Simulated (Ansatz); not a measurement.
GePdS3:
```
CELL_PARAMETERS angstrom
      7.14700     1.73178     0.00000
     -7.14700     1.73178     0.00000
     -2.65353     0.00000     8.74485
ATOMIC_POSITIONS crystal
  Ge 0.08537 0.91463 0.30674
  Ge 0.91463 0.08537 0.69326
  Pd 0.38665 0.61335 0.02796
  Pd 0.61335 0.38665 0.97204
  S  0.62864 0.37136 0.46549
  S  0.37136 0.62864 0.53451
  S  0.17633 0.82367 0.14483
  S  0.82367 0.17633 0.85517
  S  0.92306 0.07694 0.20693
  S  0.07694 0.92306 0.79307
```

r²SCAN+D4 (plane waves, PAW; program Ansatz) gives a gap of 1.38 eV without spin–orbit coupling, maximum off the standard path, at k = (-0.099, 0.099, -0.427) in fractions of the reciprocal vectors, minimum on the D2–A line, 56 % of the way from D2.

What happens when spin–orbit coupling is switched on?

The gap hardly moves, to 1.38 eV; maximum off the standard path, at k = (-0.104, 0.104, -0.427) in fractions of the reciprocal vectors, minimum on the D2–A line, 56 % of the way from D2.

Give the electron effective mass with spin–orbit coupling.

0.33, 0.40, 1.8 mₑ (principal values).

Give the hole effective mass with spin–orbit coupling.

0.68, 1.0, 1.5 mₑ (principal values).

Space group C2/m. The first step of the workflow began from a Materials Project structure, measured or hypothetical; the Crystallography Open Database copy checked does not list it. Its standing as an ambient phase is unchecked. Symmetry was held in the r²SCAN+D4 relaxation; whether a distortion lowers the energy is not shown. The run is not spin-polarised.

Potentials: the later of the program's two PAW sets.
